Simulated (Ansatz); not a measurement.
The calculation used DFT PBE, scalar-relativistic, plane waves, PAW (Ansatz 0.2.0). All cells share a 420 eV cutoff and Γ-centred k meshes spaced at most about 0.3 Å⁻¹ (about 0.25 or finer for metals, 2π included). No spin polarisation in the final relaxations.

These are static total energies at zero pressure.

Two forms of MgSi2N2 were relaxed alike.

A.

```
Mg Si N
1.0
     3.38932    0.00000    0.00000
    -1.69466    2.93524    0.00000
     0.00000    0.00000    6.97639
Mg Si N
1 2 2
Direct
  0.00000 0.00000 0.00000
  0.33333 0.66667 0.39586
  0.66667 0.33333 0.60414
  0.33333 0.66667 0.16308
  0.66667 0.33333 0.83692
```

B.

```
Mg Si N
1.0
    -1.92057    1.92057    4.48309
     1.92057   -1.92057    4.48309
     1.92057    1.92057   -4.48309
Mg Si N
1 2 2
Direct
  0.00000 0.00000 0.00000
  0.75000 0.25000 0.50000
  0.25000 0.75000 0.50000
  0.24487 0.24487 0.00000
  0.75513 0.75513 0.00000
```

Question: Which would you expect to be lower, and how large is the difference?

Answer: A is lower, by 0.35 eV/atom. A has space group P-3m1 (No. 164), 13.9 Å³/atom and no gap on its mesh; B has space group I4/mmm (No. 139), 13.2 Å³/atom and no gap. Counting N atoms around Mg and Si (those within 1.25 times the shortest such distance or 1.15 times the sum of covalent radii), A has Mg 6, Si 1 and B has Mg 2, Si 4. A holds Si–Si nets (shortest 2.44 Å); in B the shortest Si–Si distance is 2.72 Å, near bonding range too. The lower one is the more open, so pressure narrows the difference. Both come from invented guesses. A third cell relaxed alike, in Cmmm, lies 0.31 eV/atom below the lower of the two.

With atoms moved at random, P-3m1 came back. Other cells relaxed within their symmetry can be saddle points.
